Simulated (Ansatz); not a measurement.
Data:

AlGaN2:
```cif
data_AlGaN2
_chemical_formula_sum 'Al1 Ga1 N2'
_space_group_name_H-M_alt 'P 1'
_space_group_IT_number 1
_cell_length_a 3.11530
_cell_length_b 3.11530
_cell_length_c 4.38426
_cell_angle_alpha 90.000
_cell_angle_beta 90.000
_cell_angle_gamma 90.000
loop_
_space_group_symop_operation_xyz
  'x, y, z'
loop_
_atom_site_label
_atom_site_type_symbol
_atom_site_fract_x
_atom_site_fract_y
_atom_site_fract_z
_atom_site_occupancy
Al1 Al 0.50000 0.50000 0.50000 1
Ga1 Ga 0.00000 0.00000 0.00000 1
N1 N 0.50000 0.00000 0.74005 1
N2 N 0.00000 0.50000 0.25995 1
```

This is the LDA-relaxed structure.

Task: All from plane-wave PAW LDA (Ansatz code), unless another level is named. Predict the highest zone-centre frequency (without LO–TO term).

Result: 704 cm^-1.

Task: Predict the Debye temperature from the elastic constants.

Result: 738 K.

Space group P-4m2. The workflow started from a Materials Project entry (that database holds measured and hypothetical structures alike); the Crystallography Open Database copy checked does not list it. With Al and Ga taken as one species the cell has the higher symmetry F-43m, so it may be an ordered model of a mixed-site phase. Whether it is the stable phase at ambient conditions was not checked. The cell was relaxed with LDA under the symmetry of its start; phonons on a q-mesh show no instability.

Potentials: the later of the program's two PAW sets.
